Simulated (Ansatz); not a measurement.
## How much do the gradients of MoS2 with hydrogen replacing S depend on the method?

Cell: a supercell of MoS2 (space group P6_3/mmc) built from an entry of the Crystallography Open Database (COD), with the ions relaxed around the defect (PBE).

```cif
data_structure
_symmetry_space_group_name_H-M 'P 1'
_symmetry_Int_Tables_number 1
_cell_length_a 9.5070
_cell_length_b 6.3380
_cell_length_c 12.3240
_cell_angle_alpha 90.000
_cell_angle_beta 90.000
_cell_angle_gamma 120.000
_cell_volume 643.10
loop_
_atom_site_label
_atom_site_type_symbol
_atom_site_fract_x
_atom_site_fract_y
_atom_site_fract_z
_atom_site_occupancy
Mo1 Mo 0.11095 0.33321 0.24958 1
Mo2 Mo 0.11100 0.83327 0.24970 1
Mo3 Mo 0.44430 0.33324 0.24996 1
Mo4 Mo 0.44427 0.83320 0.24995 1
Mo5 Mo 0.77773 0.33326 0.24991 1
Mo6 Mo 0.77772 0.83334 0.24984 1
Mo7 Mo 0.22188 0.17059 0.74764 1
Mo8 Mo 0.22104 0.66152 0.74752 1
Mo9 Mo 0.55478 0.16568 0.74429 1
Mo10 Mo 0.55312 0.66528 0.74660 1
Mo11 Mo 0.89255 0.17002 0.74940 1
Mo12 Mo 0.89193 0.66849 0.74885 1
H13 H 0.10879 0.33215 0.66908 1
S14 S 0.11137 0.83397 0.62179 1
S15 S 0.44054 0.33454 0.61928 1
S16 S 0.43961 0.82547 0.61930 1
S17 S 0.78443 0.33584 0.62148 1
S18 S 0.78260 0.83911 0.62257 1
S19 S 0.22229 0.16666 0.12318 1
S20 S 0.22226 0.66679 0.12318 1
S21 S 0.55542 0.16657 0.12340 1
S22 S 0.55543 0.66660 0.12332 1
S23 S 0.88861 0.16651 0.12317 1
S24 S 0.88866 0.66647 0.12321 1
S25 S 0.11260 0.33439 0.87660 1
S26 S 0.11621 0.83722 0.87464 1
S27 S 0.44243 0.32919 0.87310 1
S28 S 0.44193 0.83374 0.87303 1
S29 S 0.77603 0.32903 0.87406 1
S30 S 0.77687 0.83514 0.87438 1
S31 S 0.22182 0.16654 0.37626 1
S32 S 0.22176 0.66617 0.37625 1
S33 S 0.55547 0.16659 0.37648 1
S34 S 0.55553 0.66669 0.37636 1
S35 S 0.88911 0.16681 0.37629 1
S36 S 0.88896 0.66674 0.37634 1
```

Atoms are numbered from 1 in the order listed; like atoms form one site, named after its first atom.

First run. The numbers come from a DFT calculation in Ansatz (PBE, plane waves and PAW, scalar-relativistic, 420 eV cutoff, Γ-centred 3×4×2 k-points, Fermi–Dirac smearing 0.01 eV, cell charge +1).

```json
{"site": "Mo7", "atom": "7", "V_zz (10²¹ V/m²)": "-9.68", "η": "0.69"}
{"site": "Mo8", "atom": "8", "V_zz (10²¹ V/m²)": "-9.76", "η": "0.67"}
{"site": "Mo11", "atom": "11", "V_zz (10²¹ V/m²)": "-9.64", "η": "0.53"}
{"site": "Mo12", "atom": "12", "V_zz (10²¹ V/m²)": "-8.83", "η": "0.03"}
{"site": "H", "atom": "13", "V_zz (10²¹ V/m²)": "-0.24", "η": "0.11"}
{"site": "S14", "atom": "14", "V_zz (10²¹ V/m²)": "-3.88", "η": "0.35"}
{"site": "S15", "atom": "15", "V_zz (10²¹ V/m²)": "-4.35", "η": "0.37"}
{"site": "S16", "atom": "16", "V_zz (10²¹ V/m²)": "-4.31", "η": "0.23"}
{"site": "S17", "atom": "17", "V_zz (10²¹ V/m²)": "-4.58", "η": "0.33"}
{"site": "S18", "atom": "18", "V_zz (10²¹ V/m²)": "-4.90", "η": "0.29"}
{"site": "S26", "atom": "26", "V_zz (10²¹ V/m²)": "-6.85", "η": "0.34"}
{"site": "S27", "atom": "27", "V_zz (10²¹ V/m²)": "-6.38", "η": "0.40"}
{"site": "S30", "atom": "30", "V_zz (10²¹ V/m²)": "-6.05", "η": "0.39"}
{"site": "S35", "atom": "35", "V_zz (10²¹ V/m²)": "-5.20", "η": "0.01"}
```

Second run. The same atoms and settings, except that the functional is r2SCAN and the cutoff is 500 eV.

(1) What does the second run give?

Answers

(1) 

```tsv
site	atom	V_zz	η	change of V_zz
Mo7	7	-9.84	0.66	-0.16
Mo8	8	-9.89	0.64	-0.13
Mo11	11	-9.87	0.51	-0.23
Mo12	12	-8.86	0.03	-0.03
H	13	-0.26	0.10	-0.02
S14	14	-4.11	0.27	-0.23
S15	15	-4.52	0.30	-0.17
S16	16	-4.49	0.18	-0.18
S17	17	-4.72	0.28	-0.14
S18	18	-5.03	0.24	-0.13
S26	26	-6.99	0.30	-0.14
S27	27	-6.49	0.39	-0.11
S30	30	-6.19	0.39	-0.14
S35	35	-5.26	0.01	-0.06
```

The largest change of V_zz is on S14, from -3.88 to -4.11. In per cent, |V_zz| changes by 0 to +2 on Mo, +1 to +6 on S (all sites that start above 2). The table leaves out 20 of the 34 sites, with |V_zz| up to 8.23; their tensors move by 0.19 at most along any direction. The statements above cover all sites.

The run isn't spin-polarised, and a state with spin may lie lower. The defect repeats with the cell of 36 atoms, so it feels its images: sites between two images don't show the values beside a lone defect, and zeros or small values of η there can come from the images' arrangement. Mo and S carry a gradient in the pure host already, so the values there aren't the defect's effect alone. The shape of the repeated cell lowers the symmetry of the defect's site from 3m to 1, so η and the spread among like neighbours partly reflect the cell. A uniform background compensates the cell's charge. The defect cell has no gap above 0.1 eV on its mesh, so the values can hang on the smearing and the k-mesh. Without spin–orbit coupling (the program notes it for Mo) the gradients can shift by some per cent, and by up to a factor of two as the program warns, since there is no gap.
